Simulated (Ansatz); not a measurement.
**Structures of Hg3F2: which is lowest?**

Plane-wave DFT in Ansatz with scalar-relativistic PAW potentials, cutoff 420 eV, Γ-centred meshes chosen by cell and gap, Gaussian smearing with energies taken to zero width. Every cell was relaxed (cell and atoms) in a run of its own, within the symmetry of its start. Functional: PBE.

Relaxed structures (starts from databases or built by putting these elements on another compound's sites):
A. P-3m1, 5 atoms in the computed cell, a = 4.018 Å, c = 7.146 Å; sites (symmetry × multiplicity) Hg -3m. × 1 + 3m. × 2, F 3m. × 2; start: built
B. R-3c, 10 atoms in the computed cell, a = 6.418 Å, c = 18.943 Å; sites (symmetry × multiplicity) Hg .2 × 18, F 3. × 12; start: built

Q: Rank them by energy. Could pressure change the order?

A:
| structure | group | E − E(lowest) (meV/atom) | V (Å³/atom) | gap on mesh (eV) |
| --- | --- | --- | --- | --- |
| A | P-3m1 | 0.0 | 19.98 | 0.00 |
| B | R-3c | 142 | 22.53 | 0.00 |

A is lowest, 142 meV/atom under B. The lowest is also the densest of these, so pressure wouldn't bring one of the others in at first order. Other structures may lie lower than all of these, and vibrations aren't counted.

Spin-orbit coupling is left out, which matters for the bands of heavy elements.